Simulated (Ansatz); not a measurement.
# NaIrO$_{3}$: do energies and stresses tell the same story?

Method: DFT PBEsol, scalar-relativistic, plane waves, PAW in Ansatz.

Cutoff 420 eV; k points 12×12×6 on the computed 10-atom cell (Γ-centred); Gaussian smearing, width 0.10 eV; no spin polarisation.

Relaxed cell: Cmcm, a = 3.072 Å, b = 10.230 Å, c = 7.131 Å, α = 90.00°, β = 90.00°, γ = 90.00°, 10 atoms in the primitive cell. Whether it is the stable form of this composition wasn't checked.

Energies at zero smearing and pressures from the stress tensor, at volumes with shape and atoms relaxed:
```
V (Å³/atom) E − E(first) (meV/atom) P (GPa)
      9.860                     0.00    16.27
     10.196                   -28.38    11.09
     10.532                   -46.80     6.74
     10.868                   -56.91     3.05
     11.205                   -60.07     0.01
     11.541                   -57.38    -2.53
     11.877                   -49.83    -4.65
     12.325                   -33.56    -6.91
```

Task: Check P = −dE/dV between neighbouring volumes, and get the bulk modulus from the pressures alone.

Result: With 1 eV/Å³ = 160.2 GPa:
| middle V (Å³/atom) | −ΔE/ΔV (GPa) | mean P (GPa) |
| --- | --- | --- |
| 10.028 | 13.529 | 13.678 |
| 10.364 | 8.776 | 8.915 |
| 10.700 | 4.820 | 4.897 |
| 11.036 | 1.506 | 1.530 |
| 11.373 | -1.282 | -1.260 |
| 11.709 | -3.600 | -3.588 |
| 12.101 | -5.813 | -5.778 |

The two differ by 0.15 GPa at most. The mean of two end pressures misses the average over a step by about ΔV² P″/12, up to 0.07 GPa here; with that taken off 0.08 GPa remains, from the smearing term (the stress is the derivative of the free energy), the finite cutoff, the mesh or the relaxation's tolerance. Around V = 11.205 Å³/atom, the two neighbours give B = −V ΔP/ΔV = 11.205 × 5.58 / 0.672 = 93.0 GPa, against B0 = 92.1 GPa from the Birch–Murnaghan fit of the energies.

Spin-orbit coupling is left out, which matters for the bands of heavy elements. Spin polarisation was left out, and a magnetic state may lie lower.

A ferromagnetic start lost its moments in a first run, so spin was left out; other magnetic orders weren't tried.